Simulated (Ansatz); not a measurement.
Polymorphs of CdO, each relaxed with PBE in the plane-wave PAW code Ansatz:

A: rock salt (Fm-3m)
a = b = c = 4.768 Å, α = β = γ = 90.00°

```csv
atom,site,symmetry,x,y,z
Cd,4a,m-3m,0.0000,0.0000,0.0000
O,4b,m-3m,0.5000,0.5000,0.5000
```

B: Pm-3n
a = b = c = 6.2884 Å, α = β = γ = 90.00°

```
atom  site  symmetry       x       y       z
----  ----  --------  ------  ------  ------
Cd      6c     -4m.2  0.0000  0.5000  0.2500
O       6d     -4m.2  0.0000  0.2500  0.5000
```

Question: Put the candidates in order of energy per atom at 0 K, lowest first, for PBE.

Answer: A (+0 meV/atom), B (+55 meV/atom)

Question: Give each one's gap.

Answer: A no gap; B 0.31 eV.

Typed or built starts, not in the databases checked: B. Not the usual ambient phase: B. All cells were relaxed under the symmetry of their starts (and spin orders); stability against distortions was not tested throughout. Spin–orbit coupling is left out wherever it is not named.

Energies hold the estimated change up to a 700 eV cutoff; steps of a few meV lie near the error of the meshes.

Potentials: the earlier of the program's two PAW sets.
